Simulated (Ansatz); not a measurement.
Input:

N:
```
CELL_PARAMETERS angstrom
      0.00000     1.55743     1.55743
      1.55743     0.00000     1.55743
      1.55743     1.55743     0.00000
ATOMIC_POSITIONS crystal
  N  0.00000 0.00000 0.00000
```

This is the r²SCAN+D4-relaxed structure.

All from r²SCAN+D4 in the plane-wave PAW code Ansatz, unless another level is named. Predict the electronic character.

metallic (no gap).

Give the density of states at the Fermi level.

0.66 states/eV per atom (mean over ±0.08 eV).

Space group Fm-3m (fcc (Cu type)). A made-up cell: these elements were put on the sites of a structure type; neither database checked (COD, Materials Project) lists it. It is not the usual solid phase (space group No. 205). The r²SCAN+D4 relaxation kept the symmetry of its start. At this level the phase is mechanically unstable. The substance is a gas or liquid at ambient conditions. With an odd number of electrons in the cell and no spin polarisation, the count alone makes it a metal.

Potentials: the later of the program's two PAW sets.
